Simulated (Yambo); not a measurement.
Material: F (space group C2/c, No. 15); a = b = 3.0073 Å, c = 6.6216 Å, α = β = 94.14°, γ = 63.57° (4 atoms in the cell). The geometry is that of Materials Project entry mp-561203, symmetrised and not relaxed again.

With norm-conserving PBEsol (Quantum ESPRESSO, 84 Ry, no spin-orbit coupling), the gap between the mesh's edge points (Γ → Γ) is 2.465 eV.

Problem. Estimate the G0W0 gap between the same points from Yambo (6×6×2 Γ-centred k mesh, 102 bands and a 8 Ry block in the screening, 102 bands in G with the Bruneval-Gonze terminator, plasmon pole fitted at 27.2 eV).

Solution. The correction is 6.025 eV, giving 8.490 eV, 3.4 times the PBEsol value.  Convergence of the G0W0 settings was not tested. 

The distance between layers or molecules is the database entry's, not relaxed here. Functionals without dispersion can leave it too large, which widens gaps and weakens the response across layers: the numbers belong to this cell.
